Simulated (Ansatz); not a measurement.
Nb₃Sn:
```xyz
4
Lattice="0.0000 3.3435 3.3435 3.3435 0.0000 3.3435 3.3435 3.3435 0.0000" Properties=species:S:1:pos:R:3 pbc="T T T"
Sn     0.0000     0.0000     0.0000
Nb     3.3435     3.3435     3.3435
Nb     1.6717     1.6717     1.6717
Nb     5.0152     5.0152     5.0152
```

Relaxed with r²SCAN. Special points in fractions of this cell's reciprocal vectors: Γ (0.000, 0.000, 0.000); X (0.500, 0.000, 0.500); U (0.625, 0.250, 0.625); K (0.375, 0.375, 0.750); L (0.500, 0.500, 0.500); W (0.500, 0.250, 0.750).

List the band energies nearest the Fermi level at these points for r²SCAN with spin–orbit coupling (plane waves, PAW; program Ansatz).

In eV from the Fermi level; about four levels below and three above (degenerate sets whole), none deeper than 8.9 eV; points with the same levels are listed once.

```tsv
k	below	above
Γ	-0.92 -0.92 -0.92 -0.92	1.78 1.78 2.39 2.39 2.39 2.39
X	-1.45 -1.45 -1.44 -1.44	0.50 0.50 0.64 0.64
U	-1.09 -1.09 -0.71 -0.71	0.14 0.14 0.25 0.25
L	-0.81 -0.81 -0.78 -0.78	0.18 0.18 0.34 0.34
W	-0.33 -0.33 -0.28 -0.28	0.35 0.35 1.26 1.26
```

Space group Fm-3m. A made-up cell: these elements were put on the sites of a structure type; neither database checked (COD, Materials Project) lists it. It is not the phase usual at ambient conditions (space group No. 223). The cell was relaxed with r²SCAN under the symmetry of its start. At this level the phase is mechanically unstable. No spin polarisation was allowed.

Potentials: the later of the program's two PAW sets.
